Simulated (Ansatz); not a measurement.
## Frozen-phonon scan for ZrC (rock salt)

ZrC (rock salt)

```
CELL_PARAMETERS angstrom
      0.00000     4.71144     4.71144
      2.35572     0.00000     2.35572
      2.35572     2.35572     0.00000
ATOMIC_POSITIONS crystal
  C  0.00000 0.00000 0.00000
  C  0.50000 0.00000 0.00000
  Zr 0.25000 0.50000 0.50000
  Zr 0.75000 0.50000 0.50000
```

A phonon eigenvector at L = (0.5, 0.0, 0.0) is frozen into this cell: atom i moves by Q times the vector below, so Q is the largest atomic displacement, in Å. The cell is held. (q is in reciprocal vectors of the primitive cell; the cell shown is doubled to hold the pattern.)

| atom | x | y | z |
|---|---|---|---|
| C1 | 0.577 | -0.577 | -0.577 |
| C2 | -0.577 | 0.577 | 0.577 |

Atoms not listed stay in place.

Computed with r2SCAN (plane waves to 500 eV, PAW, scalar-relativistic; Ansatz, a first-principles code). k mesh 17×17×17 (Γ-centred), Fermi-Dirac smearing 0.05 eV. E stands for the smeared free energy. Compression counts positive. With partly filled bands, energies and forces of such displacements shift with the k mesh and the smearing. ZrC is run without spin polarisation. ZrC was relaxed with its symmetry unable to fall. The zero of ΔE is the undisplaced structure.

```
Q (Å)   ΔE (meV/cell)  −dE/dQ from forces (eV/Å)  P (GPa)
------  -------------  -------------------------  -------
-0.100            199                      3.975      0.9
-0.083            139                      3.318      0.6
-0.067             89                      2.659      0.4
-0.050             50                      1.996      0.2
-0.033             22                      1.332      0.1
-0.017              6                      0.666      0.0
0.000               0                      0.000      0.0
0.017               6                     -0.666      0.0
0.033              22                     -1.332      0.1
0.050              50                     -1.996      0.2
0.067              89                     -2.659      0.4
0.083             139                     -3.318      0.6
0.100             199                     -3.975      0.9
```

Key numbers:

| Property | Value |
|---|---|
| Energy at Q = 0.100 Å | 199 meV/cell |
| Space group of the distorted cell | R-3m (No. 166), lowered from Fm-3m |
| Symmetry of the curve | even: the same for both signs |
| Shape of the curve | a single well with its minimum at or next to zero displacement |
| Harmonic wavenumber from the curvature (finite differences) | 673 cm⁻¹ |
| Wavenumber by perturbation theory (DFPT, on another k mesh) | 673 cm⁻¹ |

(A displaced cell: forces are minus the slopes of the energy, force constants its curvatures, and phonons follow from these.)
